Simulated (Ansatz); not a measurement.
SiGeC₂:
```
CELL_PARAMETERS angstrom
      3.15585     0.00000     0.00000
      0.00000     3.15585     0.00000
      0.00000     0.00000     4.45331
ATOMIC_POSITIONS crystal
  Ge 0.50000 0.50000 0.50000
  Si 0.00000 0.00000 0.00000
  C  0.50000 0.00000 0.76366
  C  0.00000 0.50000 0.23634
```

PBEsol in the plane-wave PAW code Ansatz gives a gap of 1.38 eV without spin–orbit coupling, maximum at Γ, minimum at M.

What happens when spin–orbit coupling is switched on?

The gap falls by 0.02 eV, to 1.36 eV; maximum at Γ, minimum at M.

Give the hole effective mass with spin–orbit coupling.

0.38, 0.45, 0.52 mₑ (principal values).

Space group P-4m2. The start of the workflow was typed in or built on a structure type; neither database checked (COD, Materials Project) lists it. Whether it is the stable phase at ambient conditions was not checked. The PBEsol relaxation kept the symmetry of its start; its stability against distortions is not shown here.

Potentials: the later of the program's two PAW sets.
